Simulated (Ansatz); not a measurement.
**What DFT gives for NaFe₂P₂**

```
Fe P Na
1.0
     1.95687    3.38939    0.00000
    -1.95687    3.38939    0.00000
     0.00000    0.00000    6.62563
Fe P Na
2 2 1
Cartesian
  -0.0002 2.2597 4.1861
  0.0002 4.5191 2.4396
  -0.0002 2.2597 1.7266
  0.0002 4.5191 4.8990
  0.0000 0.0000 0.0000
```

Method: r2SCAN, no spin polarisation; PAW, plane waves to 500 eV, 10×10×5 Γ-centred mesh, fermi-dirac occupations (width 0.1472 eV) (Ansatz 0.2.0), atoms fixed.

Problem. Where is the largest force?

Solution. The largest is on P3 (and as large on other atoms): 3.06 eV/Å, components (0.00, 0.00, 3.06). It makes 72° with the line to a nearest neighbour, Fe2 at 2.37 Å.

Problem. What is the formation energy?

Solution. 0.12 eV an atom against the elements' usual phases (free molecules for gases, crystals otherwise, with no correction for O₂ or N₂), so at this geometry it isn't bound against them. Relaxing would lower it.

Problem. What does the stress say?

Solution. The pressure is -17.0 GPa (compression positive), so with the atoms held at these fractions the cell would first shrink; the forces are large, so a full relaxation may end otherwise. The principal stresses -18.3, -18.3, -14.4 GPa differ, so its shape would change too.

Problem. Is there a gap?

Solution. It is a metal, with about 5 states/eV a cell as the mean within 0.25 eV of the Fermi level, mostly Fe d (85 %).

Problem. How is the charge shared?

Solution. Bader charges in e: Na +0.83, Fe +0.47, P -0.88. In the mean Na gives up most and P takes most.

Origin: a known structure type with other elements, at an estimated volume, so it need not be a known compound. Caveats: no spin polarisation, so a magnetic state may lie lower; atoms or cell far from equilibrium.
